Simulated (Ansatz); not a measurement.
An element in the sc structure gives these cold pressures by all-electron LAPW under LDA (Ansatz 0.2.0, scalar-relativistic, no spin polarisation).

```csv
V (Å³/atom),P (GPa)
23.04,0.01
21.88,2.27
19.58,8.40
17.28,18.12
14.97,34.5
12.67,65.0
10.37,128.9
9.21,186.8
```

Question: Which element is it?

Answer: Sc. Its zero-pressure volume in this structure is near 23.0 Å³/atom; the volume and the steepness of P(V) together point to it, though neighbours can come close. Other candidates weren't computed, and some may come near.
